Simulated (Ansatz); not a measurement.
The start is a relaxed Be cell displaced along its unstable phonon at q = (½, 0, 0) of its primitive reciprocal cell (390i cm⁻¹), largest move 0.15 Å. A full variable-cell relaxation at zero pressure is run with r2SCAN (plane waves to 500 eV, PAW, scalar-relativistic; Ansatz, a first-principles code). First-step values are on the input's coarse k-mesh.

Ansatz input (later rounds restart from its end on a renewed k-mesh):
Ansatz 0.2 input:
```yaml
crystal:
  lattice:
    - [4.3432236604, 0, 0]
    - [0, 2.1716118302, 0]
    - [0, 0, 2.1716118302]
  atoms:
    - { symbol: Be, position: [0, 0, -0.0690731179] }
    - { symbol: Be, position: [0.5, 0, 0.0690731179] }
basis: { ecutwfc: 500, ecutrho_ratio: 4, xc_grid: 4, fft_grid_basis: typed }
kpoints: { mp_grid: { grid: [8, 15, 15] } }
hamiltonian:
  xc: r2scan
  dispersion: none
  pseudopotentials: { azcp: { folder: ./paw }, kind: paw }
scf: { occupations: { method: fermi_dirac, width: 0.05 } }
relax: { f_tol: 0.01, max_steps: 100, cell: { stress_tol: 0.02 } }
output: { forces: true, stress: true }
```

| Item | Value |
|---|---|
| Energy released | 0.46 eV/atom |
| Relative to the parent | It does not go back: it reaches P6/mmm (No. 191), AFLOW prototype A_hP1_191_a (A_f, as in Sn), 0.51 eV/atom below the parent |
| Band gap at the end | no gap (metallic) |
| Optimiser moves | 14 |

Relaxed structure:

```cif
data_Be
_chemical_formula_sum 'Be1'
_space_group_name_H-M_alt 'P6/mmm'
_space_group_IT_number 191
_space_group_name_Hall '-P 6 2'
_cell_length_a 2.14596
_cell_length_b 2.14596
_cell_length_c 2.44560
_cell_angle_alpha 90.000
_cell_angle_beta 90.000
_cell_angle_gamma 120.000
loop_
_atom_site_label
_atom_site_type_symbol
_atom_site_symmetry_multiplicity
_atom_site_Wyckoff_symbol
_atom_site_fract_x
_atom_site_fract_y
_atom_site_fract_z
_atom_site_occupancy
Be1 Be 1 a 0.00000 0.00000 0.00000 1
```

Final values are on a 25×25×19 k-mesh of the relaxed cell. No spin polarisation in the result.

The run could not lose the symmetry of its start, so the end can be a saddle point.

The relaxed structure here is a generated cell of Be: the first start was made by placing the elements on the sites of a structure type, and the end was not matched to a known phase here, so it may be hypothetical. Known forms of Be include space group No. 194.
